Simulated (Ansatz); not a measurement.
Trial structure of H₄SO, not yet relaxed:

Space group F-43m (No. 216). a = 6.183 Å, b = 6.183 Å, c = 6.183 Å, α = 90.00°, β = 90.00°, γ = 90.00°
```csv
atom,site,symmetry,x,y,z
H,16e,.3m,0.8743,0.3743,0.1257
S,4a,-43m,0.0000,0.0000,0.0000
O,4c,-43m,0.2500,0.2500,0.2500
```

These are results of Ansatz 0.2.0, DFT PBE+D3(BJ), scalar-relativistic, plane waves, PAW, not measurements. Cutoff 420 eV; k points 6×6×6 on the computed 6-atom cell (Γ-centred); Gaussian smearing, width 0.10 eV; collinear spin from starting moments 0.0 0.0 0.0 0.0 0.0 1.0 μB.

The zero of energy is the elements' standard structures at the same level (H₂, O₂ as molecules); no fitted shifts are applied.

Question: How far from equilibrium is it?

Answer: The pressure is -19.0 GPa (it wants to contract), the largest force is 0.07 eV/Å, and the energy is +1.67 eV/atom against the elements. The shortest distance is 2.17 Å.

Question: How much does it gain on relaxing, and where does it end?

Answer: Relaxing gains about 0.54 eV/atom (the start's value is from the coarse mesh, so the gain is rough) in 17 ionic steps and ends at +1.12 eV/atom on the finer mesh. The symmetry stays F-43m (No. 216). The volume per atom shrinks by 35.6 %, from 9.8 to 6.3 Å³. The shortest distance goes from 2.17 Å (H–H) to 1.21 Å (H–H). Conventional cell: a = 5.338 Å. H is surrounded by 3 H at 1.21 Å, 3 O at 2.18 Å and 3 S at 2.32 Å (long against covalent radii, as for large ions); around S lie 4 O at 2.31 Å and 12 H at 2.32 Å; O is surrounded by 12 H at 2.18 Å and 4 S at 2.31 Å.

The last run used collinear spin, a 12×12×12 mesh for its 6-atom cell and Gaussian smearing of 0.10 eV. With hydrogen, zero-point motion can shift formation energies by some tens of meV/atom. The relaxation can't lower the symmetry of the start. A structure relaxed within its symmetry needn't be a true minimum. Another cell of H4SO relaxed alike but without spin, in P4/mmm, lies 0.91 eV/atom lower, so this cell isn't the stable form at this level.
